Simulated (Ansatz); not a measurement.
**NaSr2Sn3: zone-centre modes**

Method: DFT PBE, scalar-relativistic, plane waves, PAW (Ansatz). Cutoff 420 eV, 8×8×8 k-points (Γ-centred), Fermi-Dirac smearing of 0.15 eV. No spin polarisation. Phonons by linear response, acoustic sum rule imposed.

Equilibrium structure at this level:
```
Na Sr Sn
1.0
     5.37042   -3.25770   -0.03395
     5.37042    3.25770   -0.03395
    -3.35944    0.00000    5.30704
Na Sr Sn
1 2 3
Direct
  0.50000 0.50000 0.00000
  0.12590 0.12590 0.37417
  0.87410 0.87410 0.62583
  0.00000 0.50000 0.00000
  0.50000 0.00000 0.00000
  0.50000 0.50000 0.50000
```

The structure comes from a generated guess, relaxed at this level; another structure or a mixture of phases may lie lower. In a metal, frequencies depend on the k mesh and the smearing, soft modes most. Spin–orbit coupling is left out, which matters for heavy elements.

Task: Is this structure stable against zone-centre distortions?

Result: Yes, at Γ: no optical mode is imaginary. Strains and other wave vectors aren't tested by this run.

Task: List the optical modes at Γ (i marks imaginary ones).

Result:
| frequency (cm⁻¹) | degeneracy |
| --- | --- |
| 44 | 1 |
| 54 | 1 |
| 54 | 1 |
| 71 | 1 |
| 71 | 1 |
| 72 | 1 |
| 78 | 1 |
| 78 | 1 |
| 87 | 1 |
| 87 | 1 |
| 99 | 1 |
| 103 | 1 |
| 166 | 1 |
| 166 | 1 |
| 237 | 1 |
